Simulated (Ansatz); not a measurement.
BeS (NiAs type, P6_3/mmc), plane-wave PAW PBEsol (Ansatz code), all energies at zero smearing, with the estimated change up to a 700 eV cutoff added, with one set of potentials and settings (totals compare only within such a set). Cell of 4 atoms (2 Be, 2 S): -1953.082 eV.

```json
[
 {"element": "Be", "reference phase": "P6_3/mmc, 2 atoms in the cell", "E (eV/atom)": "-90.3483"},
 {"element": "S", "reference phase": "Fddd, 32 atoms in the cell", "E (eV/atom)": "-884.8920"}
]
```

Formation energy per atom, worked out: (-1953.082 − 2×(-90.3483) − 2×(-884.8920))/4 = -0.650 eV/atom (-63 kJ per mol of atoms), at 0 K, without zero-point energy or fitted corrections.

The cell is a constructed one: a structure type filled with these elements; neither database checked (COD, Materials Project) lists it. COD files the formula under space group No. 216, so this cell is another polymorph or a model. Its standing as an ambient phase is unchecked. The PBEsol relaxation kept the symmetry of its start. At this level the phase is dynamically unstable (imaginary phonons). The references are the lowest solids computed at this level, not always the standard phases.

Potentials: the later of the program's two PAW sets.
